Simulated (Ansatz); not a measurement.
ScCl:
```cif
data_Cl6Sc6
_chemical_formula_sum 'Cl6 Sc6'
_space_group_name_H-M_alt 'R-3m :H'
_space_group_IT_number 166
_space_group_name_Hall '-R 3 2"'
_cell_length_a 3.51182
_cell_length_b 3.51182
_cell_length_c 26.46295
_cell_angle_alpha 90.000
_cell_angle_beta 90.000
_cell_angle_gamma 120.000
loop_
_atom_site_label
_atom_site_type_symbol
_atom_site_symmetry_multiplicity
_atom_site_Wyckoff_symbol
_atom_site_fract_x
_atom_site_fract_y
_atom_site_fract_z
_atom_site_occupancy
Cl1 Cl 6 c 0.00000 0.00000 0.39227 1
Sc1 Sc 6 c 0.00000 0.00000 0.21477 1
```
(The calculation used a cell of 4 atoms; values per cell refer to that cell.)

Relaxed at zero pressure with r²SCAN+D4 (plane waves, PAW; program Ansatz).

Q: The volume is raised by 3 % and shape and atoms relax at that volume. What pressure results, and how do the axes share the change?

A: -0.6 GPa; a 0.5 %, b 0.5 %, c 2.0 %; the energy rises by 1 meV/atom.

Q: Give the new structure.

A: 
Space group R-3m, hexagonal axes (No. 166); a = b = 3.528 Å, c = 27.003 Å, α = β = 90.00°, γ = 120.00°

```tsv
atom	site	symmetry	x	y	z
Cl	6c	3m	0.0000	0.0000	0.3944
Sc	6c	3m	0.0000	0.0000	0.2139
```

The phase is kept; no other phase was compared at this pressure.

The workflow started from an entry of the Crystallography Open Database (COD). Its standing as an ambient phase is unchecked. The r²SCAN+D4 relaxation kept the symmetry of its start; its stability against distortions is not shown here. No spin polarisation was allowed.

Potentials: the later of the program's two PAW sets.
